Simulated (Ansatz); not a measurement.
Input and command of a plane-wave DFT calculation in Ansatz:

```yaml
crystal:
  lattice:
    - [3.907991, -4.394797, 0.0]
    - [3.907991, 4.394797, 0.0]
    - [-0.427198, 0.0, 3.796759]
  atoms:
    - { symbol: Mg, position: [0.0, 0.0, 0.0] }
    - { symbol: Br, position: [0.237712, 0.237712, 0.556403], spin: 1.0 }
    - { symbol: Br, position: [0.762288, 0.762288, 0.443597], spin: -1.0 }
    - { symbol: O, position: [0.228211, 0.771789, 0.0], spin: 1.0 }
    - { symbol: O, position: [0.771789, 0.228211, 0.0], spin: -1.0 }
basis:
  ecutwfc: 420
kpoints:
  mp_grid: { grid: [6, 6, 10] }
hamiltonian:
  xc: pbe
scf:
  occupations: { method: gaussian, width: 0.1 }
  lower_state_search: "off"
output:
  forces: true
  stress: true
  eigenvalues: true
  populations: true
magnetization:
  spin_polarized: true
```

```bash
ansatz run input.yaml --threads 1 --pin off --max-ram 2560MiB --backend cpu --events-out ev --progress --plain --runs-dir out
```

Processor: Arm Neoverse V1, 1 thread, on a host shared with other jobs.

Q: How long does it run, and how much memory does it take?

A: About 4.4 min on 1 thread of Arm Neoverse V1 (shared host), peak memory 1 GiB. It solves 25 bands at 184 k points (the mesh reduced by the symmetry that the task leaves, which can be less than the crystal's) with about 2537 plane waves, in 20 SCF iterations.
